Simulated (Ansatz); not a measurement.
## ZnS with Ag replacing Zn: do the settings matter for the field gradients?

Cell: a supercell of ZnS (space group P6_3mc) built from a structure deposited in the COD, with all atoms left at the host's positions.

Space group P31m (No. 157); a = 6.6211, c = 12.5200 Å, γ = 120.00°.

| site | Wyckoff | site symmetry | x | y | z |
| --- | --- | --- | --- | --- | --- |
| Zn1 | 3c | ..m | 0.6667 | 0.6667 | 0.0000 |
| Zn4 | 3c | ..m | 0.6667 | 0.6667 | 0.5000 |
| Ag | 1a | 3.m | 0.0000 | 0.0000 | 0.2500 |
| Zn8 | 2b | 3.. | 0.3333 | 0.6667 | 0.2500 |
| Zn10 | 3c | ..m | 0.0000 | 0.6667 | 0.7500 |
| S13 | 3c | ..m | 0.6667 | 0.6667 | 0.1875 |
| S16 | 3c | ..m | 0.6667 | 0.6667 | 0.6875 |
| S19 | 1a | 3.m | 0.0000 | 0.0000 | 0.4375 |
| S20 | 2b | 3.. | 0.3333 | 0.6667 | 0.4375 |
| S22 | 3c | ..m | 0.0000 | 0.6667 | 0.9375 |

One atom of each set is listed.

Reference run. Level of theory: DFT, PBE, plane waves and PAW, scalar-relativistic, 420 eV cutoff, Γ-centred 3×3×2 k-points, Fermi–Dirac smearing 0.01 eV, cell charge -1 (Ansatz 0.2.0).

Problem. The input is changed as follows: `total_charge`: -1 → -2. What happens to V_zz (10²¹ V/m²) and η?

Solution. 

```json
{"site": "Zn1", "V_zz reference": "-1.27", "η reference": "0.19", "V_zz changed": "-1.17", "η changed": "0.08"}
{"site": "Zn4", "V_zz reference": "-1.18", "η reference": "0.75", "V_zz changed": "-0.95", "η changed": "0.51"}
{"site": "Ag", "V_zz reference": "1.81", "η reference": "0.00", "V_zz changed": "0.95", "η changed": "0.00"}
{"site": "Zn8", "V_zz reference": "1.56", "η reference": "0.00", "V_zz changed": "1.07", "η changed": "0.00"}
{"site": "Zn10", "V_zz reference": "-0.47", "η reference": "0.27", "V_zz changed": "-0.63", "η changed": "0.17"}
{"site": "S13", "V_zz reference": "-3.90", "η reference": "0.78", "V_zz changed": "-3.62", "η changed": "0.56"}
{"site": "S16", "V_zz reference": "-0.88", "η reference": "0.00", "V_zz changed": "-0.91", "η changed": "0.02"}
{"site": "S19", "V_zz reference": "-3.73", "η reference": "0.00", "V_zz changed": "-3.61", "η changed": "0.00"}
{"site": "S20", "V_zz reference": "-0.49", "η reference": "0.00", "V_zz changed": "-0.29", "η changed": "0.00"}
{"site": "S22", "V_zz reference": "0.53", "η reference": "0.51", "V_zz changed": "0.29", "η changed": "0.79"}
```

The largest change of V_zz is on Ag, from 1.81 to 0.95. In per cent, |V_zz| changes by -7 to -3 on S (all sites that start above 2). Where |V_zz| stays above 0.1, η moves most on S22, from 0.51 to 0.79. The changed cell holds a charge of -2 on a uniform background, so it isn't the same centre. It has an odd number of electrons and no spin polarisation, so the extra carrier is shared by both spins and spread out, where a real one carries spin and can localise. The gap no longer holds the Fermi energy in the changed run, so its gradients also hang on the k-mesh and the smearing. SCF iterations: 11 and 22.

On the reference run: The defect repeats with the cell of 24 atoms, so it feels its images: sites between two images don't show the values beside a lone defect, and zeros or small values of η there can come from the images' arrangement. S and Zn carry a gradient in the pure host already, so the values there aren't the defect's effect alone. A uniform background compensates the cell's charge. Without spin–orbit coupling (the program notes it for Ag) the gradients can shift somewhat, as the gap is small. The neighbours have not yet relaxed around the defect (largest force 1.7 eV/Å), so a real crystal will differ.
